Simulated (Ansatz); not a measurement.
Molecular dynamics on a 1×1×1 supercell (4 atoms) of TlAgTe2 (I-4m2), relaxed with r2SCAN+rVV10. Forces come from r2SCAN in the plane-wave code Ansatz: constant energy and volume (NVE), velocities drawn at 800 K, steps of 1.5 fs. Spin polarisation is off, nuclei are classical, and the run is far too short for thermal averages.

```yaml
crystal:
  lattice:
    - [-1.7628222545, 1.7628222545, 9.3720413893]
    - [1.7628222545, -1.7628222545, 9.3720413893]
    - [1.7628222545, 1.7628222545, -9.3720413893]
  atoms:
    - { symbol: Tl, position: [0.0, 0.0, 0.0] }
    - { symbol: Ag, position: [0.75, 0.25, 0.5] }
    - { symbol: Te, position: [0.3648554437, 0.3648554437, 0.0] }
    - { symbol: Te, position: [0.6351445563, 0.6351445563, 0.0] }
kpoints:
  mp_grid: { grid: [6, 6, 6] }
hamiltonian:
  xc: r2scan
scf:
  occupations: { method: fermi_dirac, width: 0.069 }
md:
  ensemble: nve
  temperature: 800
  timestep: 1.5
  n_steps: 30
  initial_velocities: maxwell_boltzmann
  seed: 4629
```

Run as `ansatz run input.yaml --threads 4 --pin off --max-ram 3686MiB --backend cpu --events-out ev --progress --plain --runs-dir out`. It ended after 7.6 min on 4 threads of Arm Neoverse N1 (shared host); peak host memory 1.3 GiB.

```tsv
step	t (fs)	T (K)	free energy F from step 0 (meV/atom)	kinetic energy (meV/atom)	largest force (eV/Å)
0	0	800	0.0	77.6	0.10
1	1.5	798	0.2	77.4	0.13
2	3	796	0.4	77.1	0.16
3	4.5	792	0.8	76.8	0.19
4	6	788	1.2	76.4	0.22
5	7.5	783	1.6	75.9	0.25
6	9	778	2.2	75.4	0.28
7	10.5	771	2.8	74.8	0.31
8	12	764	3.5	74.1	0.34
9	13.5	756	4.2	73.3	0.37
10	15	748	5.0	72.5	0.41
11	16.5	739	5.9	71.7	0.44
12	18	730	6.8	70.7	0.47
13	19.5	720	7.8	69.8	0.50
14	21	709	8.8	68.7	0.53
15	22.5	698	9.9	67.7	0.56
```

The temperature goes from 800 K to 698 K in 22.5 fs. The conserved energy stays within 0.00 meV an atom. By the last step the atoms have moved 0.07 Å in the root mean square, the drift of the whole cell taken out, 0.08 Å at most. The job's limit cut the run after 15 of 30 steps.

Positions (Å) and forces (eV/Å) at step 15:
```
Tl  -0.041  -0.005   0.046     0.040   0.018  -0.018
Ag  -0.026   1.741   4.708     0.104  -0.008  -0.397
Te   0.023  -0.025   6.755     0.010   0.039   0.556
Te   0.064   0.052  11.897    -0.154  -0.049  -0.140
```
